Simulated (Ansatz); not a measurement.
ScB2 in space group P6/mmm (No. 191; Sc on 1a, B on 2d) at seven volumes, DFT-PBEsol in the program Ansatz with PAW potentials, shape and atoms relaxed at each. One row is withheld.

| V (Å³/atom) | P (GPa) |
|---|---|
| 8.943 | 22.48 |
| 9.238 | 13.87 |
| 9.533 | 6.44 |
| 9.828 | 0.01 |
| 10.123 | -5.55 |
| 10.417 | ? |
| 10.712 | -14.53 |

Fit the shown pressures and predict the withheld one.

P = (3/2)B₀(x^(7/2) − x^(5/2))[1 + (3/4)(B′ − 4)(x − 1)] with x = (V₀/V)^(2/3). Least squares on the six rows gives V₀ = 9.829 Å³/atom, B₀ = 199 GPa, B′ = 3.81. At V = 10.417, x = 0.9620 and P = -10.35 GPa. The run itself gave -10.36 GPa.

The workflow started from a Materials Project entry (that database holds measured and hypothetical structures alike); the Crystallography Open Database files this formula in space group No. 191, but the cells were not matched. Whether it is the stable phase at ambient conditions was not checked. Symmetry was held in the PBEsol relaxation; phonons on a q-mesh show no instability. The run is not spin-polarised.

Potentials: the later of the program's two PAW sets.
